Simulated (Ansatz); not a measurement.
A geometry of SnO2 away from equilibrium: the start of the relaxation of a relaxed SnO2 cell deformed by the Cartesian strain tensor (xx, yy, zz, yz, xz, xy) = (0.008, 0.057, 0.028, -0.035, -0.101, 0.037). The numbers are results of PBE (plane waves to 420 eV, PAW, scalar-relativistic; Ansatz, a quantum-chemistry and plane-wave program), not measurements. Γ-centred k-mesh 5×5×7 on the run's cell (coarser than for final values), Fermi–Dirac smearing 0.05 eV.

```xyz
6
Lattice="4.8662 0.1810 -0.4852 0.1810 5.1027 -0.1690 -0.3254 -0.1133 3.3286" Properties=species:S:1:pos:R:3:forces:R:3 pbc="T T T" free_energy=-14316.939 pressure_GPa=-6.3
Sn     0.0000     0.0000     0.0000    0.0000    0.0000    0.0000
Sn     2.3609     2.5852     1.3372    0.0000    0.0000    0.0000
O      1.5475     1.6200    -0.2006   -0.3395   -0.1638   -0.5098
O      3.7974     1.0762     1.2403    0.1930   -0.3392   -0.2552
O      0.9244     4.0942     1.4342   -0.1930    0.3392    0.2552
O      3.4997     3.6638    -0.4536    0.3395    0.1638    0.5098
```

Positions in Å, forces in eV/Å, free energy of the cell in eV (comparable only within this code, potentials and settings). Largest force: 0.63 eV/Å, on O3, O6 (atoms numbered as listed); the geometry lies 0.20 eV/atom above the end of its relaxation.

No spin polarisation in the result.

The run could not lose the symmetry of its start.
